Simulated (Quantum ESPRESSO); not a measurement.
**Band energies of SnS2 monolayer**

```
SnS2
1.0
    3.66511     0.00000     0.00000
   -1.83255     3.17408     0.00000
    0.00000     0.00000    15.90000
S Sn
2 1
Direct
  0.66667   0.33333   0.90668
  0.33333   0.66667   0.09332
  0.00000   0.00000   0.00000
```

PBE (stringent potentials; Quantum ESPRESSO, PseudoDojo norm-conserving, 102 Ry, scalar-relativistic); path ΓMKΓ; energies in eV from the valence-band maximum.

| k (1/Å) | point | band 13 | band 14 | band 15 | band 16 | band 17 | band 18 | band 19 | band 20 |
|---|---|---|---|---|---|---|---|---|---|
| 0.00 | Γ | -0.85 | -0.46 | -0.46 | -0.09 | -0.09 | 2.44 | 3.87 | 5.47 |
| 0.11 |  | -0.85 | -0.73 | -0.57 | -0.22 | -0.05 | 2.59 | 4.07 | 5.39 |
| 0.22 |  | -1.37 | -0.82 | -0.79 | -0.59 | 0.00 | 2.87 | 4.47 | 5.34 |
| 0.33 |  | -2.08 | -1.11 | -1.06 | -0.72 | 0.00 | 2.95 | 4.71 | 5.69 |
| 0.44 |  | -2.72 | -1.51 | -1.40 | -0.64 | -0.04 | 2.76 | 4.88 | 6.13 |
| 0.55 |  | -3.25 | -1.84 | -1.67 | -0.57 | -0.10 | 2.42 | 4.98 | 6.27 |
| 0.66 |  | -3.67 | -2.01 | -1.89 | -0.52 | -0.16 | 2.09 | 4.96 | 6.23 |
| 0.77 |  | -4.00 | -2.06 | -2.05 | -0.50 | -0.21 | 1.81 | 4.89 | 6.18 |
| 0.88 |  | -4.22 | -2.16 | -2.03 | -0.50 | -0.25 | 1.63 | 4.82 | 6.21 |
| 0.99 | M | -4.30 | -2.20 | -2.02 | -0.51 | -0.26 | 1.57 | 4.80 | 6.32 |
| 1.10 |  | -4.26 | -2.39 | -2.05 | -0.49 | -0.38 | 1.75 | 5.02 | 6.40 |
| 1.22 |  | -4.14 | -2.80 | -2.18 | -0.62 | -0.47 | 2.14 | 5.54 | 6.30 |
| 1.33 |  | -3.95 | -3.20 | -2.48 | -0.77 | -0.48 | 2.48 | 6.01 | 6.11 |
| 1.45 |  | -3.71 | -3.45 | -2.87 | -0.76 | -0.53 | 2.63 | 6.06 | 6.18 |
| 1.56 | K | -3.53 | -3.53 | -3.12 | -0.65 | -0.65 | 2.66 | 6.14 | 6.14 |
| 1.66 |  | -3.65 | -3.47 | -2.94 | -0.77 | -0.53 | 2.66 | 6.01 | 6.24 |
| 1.75 |  | -3.78 | -3.34 | -2.63 | -0.90 | -0.41 | 2.67 | 5.85 | 6.34 |
| 1.85 |  | -3.79 | -3.17 | -2.28 | -1.00 | -0.33 | 2.70 | 5.73 | 6.39 |
| 1.94 |  | -3.66 | -3.00 | -1.92 | -1.03 | -0.29 | 2.75 | 5.67 | 6.35 |
| 2.04 |  | -3.41 | -2.83 | -1.58 | -0.96 | -0.29 | 2.82 | 5.65 | 6.20 |
| 2.13 |  | -3.03 | -2.65 | -1.26 | -0.80 | -0.34 | 2.90 | 5.60 | 5.96 |
| 2.23 |  | -2.56 | -2.40 | -1.00 | -0.59 | -0.39 | 2.98 | 5.43 | 5.68 |
| 2.32 |  | -2.04 | -2.03 | -0.82 | -0.43 | -0.38 | 3.03 | 5.15 | 5.42 |
| 2.42 |  | -1.59 | -1.47 | -0.77 | -0.38 | -0.21 | 2.99 | 4.79 | 5.27 |
| 2.51 |  | -1.10 | -0.97 | -0.78 | -0.28 | -0.10 | 2.80 | 4.39 | 5.29 |
| 2.70 | Γ | -0.85 | -0.46 | -0.46 | -0.09 | -0.09 | 2.44 | 3.87 | 5.47 |

The PBE gap is indirect, 1.57 eV, from 33 % of the way from Γ to M to M; the smallest direct gap is 1.83 eV. The valence-band maximum lies 6.77 eV below the vacuum level.

Spin-orbit splittings are left out.

Geometry relaxed with PBE+D3(BJ).
